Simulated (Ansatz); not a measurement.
# BaNaSbSe₃: field gradients at two levels of theory

Cell: a refined structure from the COD, its atoms then relaxed with PBE in this cell.

```cif
data_BaNaSbSe3
_symmetry_space_group_name_H-M 'P2_1/c'
_symmetry_Int_Tables_number 14
_cell_length_a 6.2910
_cell_length_b 14.8000
_cell_length_c 8.0720
_cell_angle_alpha 90.000
_cell_angle_beta 105.484
_cell_angle_gamma 90.000
loop_
_atom_site_label
_atom_site_type_symbol
_atom_site_symmetry_multiplicity
_atom_site_Wyckoff_symbol
_atom_site_fract_x
_atom_site_fract_y
_atom_site_fract_z
Na Na 4 e 0.7479 0.2855 0.0745
Ba Ba 4 e 0.1745 0.4203 0.7799
Sb Sb 4 e 0.3772 0.4010 0.3386
Se13 Se 4 e 0.2601 0.2781 0.1038
Se17 Se 4 e 0.1958 0.6190 0.6053
Se21 Se 4 e 0.3016 0.5446 0.1434
```

One atom of each set is listed.

First run. Level of theory: DFT, PBE, plane waves and PAW, scalar-relativistic, 420 eV cutoff, Γ-centred 5×2×4 k-points, Fermi–Dirac smearing 0.02 eV (Ansatz 0.2.0).

| site | V_zz (10²¹ V/m²) | η |
| --- | --- | --- |
| Na | -1.00 | 0.83 |
| Ba | -2.45 | 0.18 |
| Sb | -19.18 | 0.23 |
| Se13 | 33.5 | 0.15 |
| Se17 | 33.0 | 0.13 |
| Se21 | 32.5 | 0.08 |

Second run. The same atoms and settings, except that the functional is r2SCAN and the cutoff is 500 eV.

(1) Given the first result, estimate the second.

Results:

(1) 

```csv
site,V_zz,η,change of V_zz
Na,-1.06,0.79,-0.06
Ba,-2.54,0.28,-0.09
Sb,-21.4,0.22,-2.21
Se13,34.8,0.14,+1.31
Se17,34.4,0.13,+1.35
Se21,33.8,0.08,+1.30
```

The largest change of V_zz is on Sb, from -19.18 to -21.4. In per cent, |V_zz| changes by +6 on Na, +4 on Ba, +12 on Sb, +4 on Se (all sites that start above 0.5).

Without spin–orbit coupling (the program notes it for Ba and Sb) the gradients are little affected as a rule: paired runs on crystals with a gap mostly move them by under 2 % at such atoms. With these PAW files V_zz is typically within 2 to 3 % of all-electron values, but misses above 10 % occur on Sb.
For the second run: The largest force is 0.3 eV/Å, so the atoms aren't at the calculated equilibrium and relaxing them would move these values.
